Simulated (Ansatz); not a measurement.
The elements of this relaxed trial crystal are hidden behind letters.

```
lattice vectors (Å)
   3.6049    2.0813    2.5257
  -3.6049    2.0813    2.5257
   0.0000   -4.1626    2.5257
fractional positions
X 0.0000 0.5000 0.0000
X 0.0000 0.0000 0.5000
X 0.5000 0.0000 0.0000
Z 0.7410 0.7410 0.7410
Z 0.2590 0.2590 0.2590
```

Computed with DFT PBE, scalar-relativistic, plane waves, PAW (Ansatz 0.2.0). Settings of the last relaxation (5-atom cell): 420 eV, 12×12×12 k points, Gaussian smearing of 0.10 eV, no spin polarisation.

```
Space group                                 : R-3m (No. 166)
Conventional cell                           : a = 7.210 Å, c = 7.577 Å
Volume per atom                             : 22.74 Å³
Density                                     : 5.50 g/cm³
Energy over the elements                    : −0.33 eV/atom
Gap on the 12×12×12 mesh of the 5-atom cell : 0 eV (a metal)
```

Energies are uncorrected and count from the elements' standard states at the same level.

Q: X is a p-block element of period 5 and Z is a p-block element of period 2. Which elements are they?

A: X = In, Z = O, so the formula is In3O2. Density times volume gives a mean mass of 5.50 × 22.74/1.6605 = 75.3 u per atom, and this set has 75.3 u. Among the elements that the hints allow, noble gases aside, only these give it. In has 2 O at 2.20 Å; around O lie 3 In at 2.20 Å.

An odd number of electrons in the primitive cell allows no gap without spin; a larger cell or a magnetic state could open one. The cell is a metal run without spin, though a test with spin on the coarse mesh kept 0.6 μB a cell, so a magnetic state probably lies lower. Symmetry constrained the relaxation, so the result can be a saddle point. Another cell of In3O2 relaxed alike, in P-3m1, lies 0.54 eV/atom lower, so this cell isn't the stable form at this level.
